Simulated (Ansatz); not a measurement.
A plane-wave DFT run in Ansatz 0.2.0 (scalar-relativistic PAW potentials unless the input names others): input and command.

```yaml
crystal:
  lattice:
    - [7.013391, 0.46436, 0.042413]
    - [0.46436, 7.265933, 0.094256]
    - [0.042413, 0.094256, 7.182473]
  atoms:
    - { symbol: P, position: [0.8850156943, 0.1076792935, 0.3269669824] }
    - { symbol: P, position: [0.7704351728, 0.5173698863, 0.1565886347] }
    - { symbol: P, position: [0.7281487764, 0.2261356814, 0.6396313383] }
    - { symbol: P, position: [0.1186566579, 0.1049785102, 0.8957802685] }
    - { symbol: P, position: [0.7581339555, 0.5046807962, 0.8467694859] }
    - { symbol: P, position: [0.3698855512, 0.8362661443, 0.6999380138] }
    - { symbol: P, position: [0.275368917, 0.8917303799, 0.3044369045] }
    - { symbol: P, position: [0.0881074917, 0.6238184127, 0.3659899136] }
    - { symbol: P, position: [0.8630915524, 0.9963035266, 0.7572865265] }
    - { symbol: P, position: [0.3883118293, 0.3567915442, 0.0074762132] }
    - { symbol: P, position: [0.1796547295, 0.2337613684, 0.5664507614] }
    - { symbol: P, position: [0.2513254624, 0.6016370172, 0.9048040458] }
    - { symbol: P, position: [0.4848453688, 0.5601358723, 0.3325534114] }
    - { symbol: P, position: [0.7204265296, 0.8474337402, 0.5110778521] }
    - { symbol: B, position: [0.5635771259, 0.9339667778, 0.8189192261] }
    - { symbol: B, position: [0.5294315868, 0.7906848548, 0.2303436004] }
    - { symbol: B, position: [0.494521289, 0.5406314869, 0.7923093513] }
    - { symbol: B, position: [0.6294239192, 0.2556593103, 0.9019814112] }
    - { symbol: B, position: [0.540847617, 0.898345958, 0.0461031362] }
    - { symbol: B, position: [0.4004124599, 0.1163415416, 0.3704527387] }
    - { symbol: B, position: [0.0132736423, 0.4346891809, 0.1593386722] }
    - { symbol: B, position: [0.6972893883, 0.9438711207, 0.2030069784] }
    - { symbol: B, position: [0.5806925422, 0.1554797916, 0.2352173298] }
    - { symbol: B, position: [0.445233887, 0.1053540197, 0.9592433473] }
    - { symbol: B, position: [0.1577035041, 0.4878289555, 0.5707015643] }
    - { symbol: B, position: [0.388470892, 0.5391214547, 0.591382918] }
basis:
  ecutwfc: 420
kpoints:
  mp_grid: { grid: [3, 3, 3] }
hamiltonian:
  xc: pbe
scf:
  occupations: { method: methfessel_paxton, width: 5.0 }
  max_iter: 50
output:
  forces: true
  eigenvalues: true
  stress: true
```

```bash
ansatz run input.yaml --threads 2 --pin off --max-ram 5120MiB --backend cpu --events-out ev --progress --plain --runs-dir out
```

Abridged log:
```
Basis set: ecut = 420 eV, 7105 PW (Γ), exchange–correlation on 96×100×100 points (8 copies of the dense FFT grid, shifted against one another)
Bands: 176, of which v1, the nominal top of the filled ones, is band 53 counted from 1 (52 counted from 0)
Symmetry: 1 space group operations
k-points: 14 of 27 (time reversal used)
SCF iter   1: F=—  HF=-12427.186474 eV  |F-HF|=—  |Δ(HF+E_count)|=         —  Δρ=8.92e-3  dr2=4.76e-1  ethr=1.77e-3  ⟨swp⟩=7.4  Hψ=15772  notcnv=0
SCF iter   2: F=—  HF=-12427.132205 eV  |F-HF|=—  |Δ(HF+E_count)|=   5.43e-2  S|Δr|=    0.00e0  Δρ=5.10e-3  dr2=1.70e-1  ethr=4.49e-4  ⟨swp⟩=1.0  Hψ=2842  notcnv=0
SCF iter   3: F=—  HF=-12427.104597 eV  |F-HF|=—  |Δ(HF+E_count)|=   2.76e-2  S|Δr|=    0.00e0  Δρ=5.75e-4  dr2=2.27e-3  ethr=1.60e-4  ⟨swp⟩=1.0  Hψ=2464  notcnv=0
SCF iter   4: F=—  HF=-12427.105221 eV  |F-HF|=—  |Δ(HF+E_count)|=   6.24e-4  S|Δr|=    0.00e0  Δρ=1.57e-4  dr2=1.73e-4  ethr=2.14e-6  ⟨swp⟩=3.2  Hψ=6168  notcnv=0
SCF iter   5: F=—  HF=-12427.105236 eV  |F-HF|=—  |Δ(HF+E_count)|=   1.51e-5  S|Δr|=    0.00e0  Δρ=4.67e-5  dr2=2.67e-5  ethr=1.63e-7  ⟨swp⟩=2.0  Hψ=3000  notcnv=0
SCF iter   6: F=—  HF=-12427.105066 eV  |F-HF|=—  |Δ(HF+E_count)|=   1.70e-4  S|Δr|=    0.00e0  Δρ=1.67e-5  dr2=2.95e-6  ethr=2.52e-8  ⟨swp⟩=2.1  Hψ=4288  notcnv=0
SCF iter   7: F=—  HF=-12427.105067 eV  |F-HF|=—  |Δ(HF+E_count)|=   1.18e-6  S|Δr|=    0.00e0  Δρ=4.37e-6  dr2=1.68e-7  ethr=2.78e-9  ⟨swp⟩=2.9  Hψ=5074  notcnv=0
SCF iter   8: F=-12427.105067 eV  HF=-12427.105067 eV  |F-HF|=4.52e-9  |Δ(HF+E_count)|=   1.15e-7  S|Δr|=    0.00e0  Δρ=1.33e-6  dr2=1.89e-8  ethr=9.43e-11  ⟨swp⟩=11.8  Hψ=10439  notcnv=0
SCF 1 converged in 8 iterations: F = -12427.105067 eV  dr2 = 1.89e-8
SCF converged after 8 iterations
Stability not checked: this state was not tested for a lower state beside it, because cold or Methfessel-Paxton smearing, or corrected tetrahedra, fill the levels in a way that the test cannot read (fill_not_monotonic; see scf.lower_state_search)
Free energy (F): -12427.105067 eV
Harris-Foulkes:  -12427.105067 eV  (|F-HF|=4.52e-9)
Internal energy: -12424.750572 eV  (E = F + TS)
E sigma→0 (E₀):  -12426.516443 eV
Entropy (-TS):   -2.354495 eV (-90.557 meV/atom)
Fermi energy:    7.469833 eV
--- Forces (eV/Å), atoms counted from 1 ---
  atom   1  P     -0.84738272    -0.24908334    -0.88901692
  atom   2  P     -2.04562841     0.36814119    -0.48169201
  atom   3  P     -1.24065753     2.70240162    -1.42517298
  atom   4  P      0.62489750     0.15180765    -0.09206841
  atom   5  P      0.28295441    -0.10704395    -0.03876785
  atom   6  P     -0.75380590    -0.49918784    -1.09281618
  atom   7  P     -0.65963764     1.55156617     0.42023539
  atom   8  P     -1.11613809     0.04698731    -2.28575540
  atom   9  P      0.64739929    -3.17655223     1.58712141
  atom  10  P      0.12270679    -1.33186001     2.40016955
  atom  11  P      0.90738754    -1.25470422    -0.67373950
  atom  12  P     -2.45576104     2.07177494    -0.12206000
  atom  13  P      0.17785764    -1.25113901     0.47220393
  atom  14  P      0.28882984    -0.34364074    -0.73038654
  atom  15  B      0.81750172     0.39367759     0.51601155
  atom  16  B     -0.22842655    -1.68822764     2.06172096
  atom  17  B      0.87020981    -0.02677250    -0.44337001
  atom  18  B      0.06530979     0.54552828    -0.75016390
  atom  19  B      0.50961259     0.79617314    -2.16823680
  atom  20  B     -1.89929659     0.29382820     1.30245223
  atom  21  B      3.20579597     0.10840852     1.36379749
  atom  22  B      1.43404096    -0.08612105     1.63106142
  atom  23  B      0.13620117     0.77816469    -0.21300483
  atom  24  B     -0.06068074    -0.17753731    -0.83815198
  atom  25  B      1.15724824    -0.11336703     1.30191462
  atom  26  B      0.05944764     0.49677723    -0.81229745
--- Stress (GPa, compression-positive) ---
        4.214696      -3.892260       2.036605
       -3.892260       9.438116      -3.547110
        2.036605      -3.547110       5.175611
  P = ⅓ Tr σ = 6.2761 GPa (62.761 kbar)
```

**Question.** What should be changed?

**Answer.** The fault is a smearing of electronvolts (scf.occupations: {"method": "fermi_dirac", "width": 0.2482} → {"method": "methfessel_paxton", "width": 5.0}, the first being the value of the sound run). Setting it back cures it. The run converged all the same, with an energy at zero smearing 13.28 meV/atom below the reference's, pressure 6.28 GPa, largest force 3.610 eV/Å, no gap on the mesh, so convergence alone doesn't show that an input is right. A reference run from the same start on usual settings converged with pressure 4.32 GPa, largest force 3.534 eV/Å, no gap on the mesh.

The run took 92 s on 2 threads of Intel(R) Xeon(R) Processor @ 2.50GHz (Skylake/Cascade Lake) (shared host), peak memory 1.4 GiB.